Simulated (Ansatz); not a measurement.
H in its lowest state found on the top face of a (111) slab of Pt (Fm-3m (No. 225)), 3 planes, outer planes Pt (top) and Pt (bottom); 1 a cell of 26.73 Å², its atoms last:

```
Pt H
1.0
     5.55573    0.00000    0.00000
    -2.77787    4.81140    0.00000
     0.00000    0.00000   22.53624
Pt H
12 1
Direct
  0.33333 0.16667 0.35498
  0.33333 0.66667 0.35498
  0.83333 0.16667 0.35498
  0.83333 0.66667 0.35498
  0.66633 0.33266 0.45779
  0.66633 0.83367 0.45779
  0.16667 0.33333 0.45708
  0.16734 0.83367 0.45779
  0.99986 0.50014 0.55899
  0.99986 0.99971 0.55899
  0.50029 0.50014 0.55899
  0.50000 0.00000 0.56400
  0.50000 0.00000 0.63287
```

Computed with DFT PBE+D3(BJ), scalar-relativistic, plane waves, PAW in Ansatz. Settings: cutoff 420 eV, Γ-centred mesh 4×4×1 on the computed 13-atom cell, Gaussian smearing of 0.10 eV; collinear spin from starting moments 0 0 0 0 0 0 0 0 0 0 0 0 1 μB. A dipole correction removes the field between periodic images along c.

The clean top face has a work function of 5.67 eV. Adsorption changes the slab's dipole along +c by Δp = +0.0319 e·Å a cell (+0.15 D an adsorbate).

Q: What change of work function does the Helmholtz equation give?

A: A sheet of dipoles makes a step in an electron's potential energy of −e·Δp/(ε0·A), and e/ε0 = 180.95 eV·Å for Δp in e·Å: −180.95 × (0.0319)/26.73 = -0.22 eV. This is the change of φ(top) − φ(bottom). If the bottom face is unmoved, φ(top) becomes 5.46 eV.

Q: How does that compare with the calculation?

A: φ(top) changes by -0.23 eV and φ(bottom) by -0.02 eV, so their difference changes by -0.21 eV. The bottom face hardly moves.

Q: What does the sign say about the electrons?

A: The change of dipole points out of the surface, so the work function falls. Electrons move towards the slab, or their spill-out is pushed back. Δp also holds the adsorbate's own dipole and the moves of the surface atoms, so it isn't a charge transfer alone.

Spin-orbit coupling is left out, which matters for the bands of heavy elements.